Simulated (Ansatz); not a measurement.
LiH (rock salt)

```xyz
4
Lattice="0.0000 4.0054 4.0054 2.0027 0.0000 2.0027 2.0027 2.0027 0.0000" Properties=species:S:1:pos:R:3 pbc="T T T"
Li     0.0000     0.0000     0.0000
Li     2.0027     4.0054     2.0027
H      2.0027     2.0027     2.0027
H      2.0027     4.0054     4.0054
```

A phonon eigenvector at L = (0.5, 0.0, 0.0) is frozen into this cell: atom i moves by Q times the vector below, so Q is the largest atomic displacement, in Å. The cell is held. (q is in reciprocal vectors of the primitive cell; the cell shown is doubled to hold the pattern.)

```csv
atom,x,y,z
Li1,-0.577,0.577,0.577
Li2,0.577,-0.577,-0.577
```

Atoms not listed stay in place.

The numbers are results of r2SCAN (plane waves to 500 eV, PAW, scalar-relativistic; Ansatz, an electronic-structure program), not measurements. k mesh 7×14×14 (Γ-centred), Fermi-Dirac smearing 0.05 eV. Energies are smeared free energies. LiH was relaxed with its symmetry unable to fall. ΔE is measured from the undisplaced structure.

**Question.** Predict the ΔE (meV/cell) at Q (Å) = -0.150, -0.060, 0.060, 0.090, 0.150, 0.180.

**Answer.** 
```csv
Q (Å),ΔE (meV/cell)
-0.150,162.7
-0.060,26.1
0.060,26.1
0.090,58.6
0.150,162.7
0.180,234.0
```

(A displaced cell: forces are minus the slopes of the energy, force constants its curvatures, and phonons follow from these.)
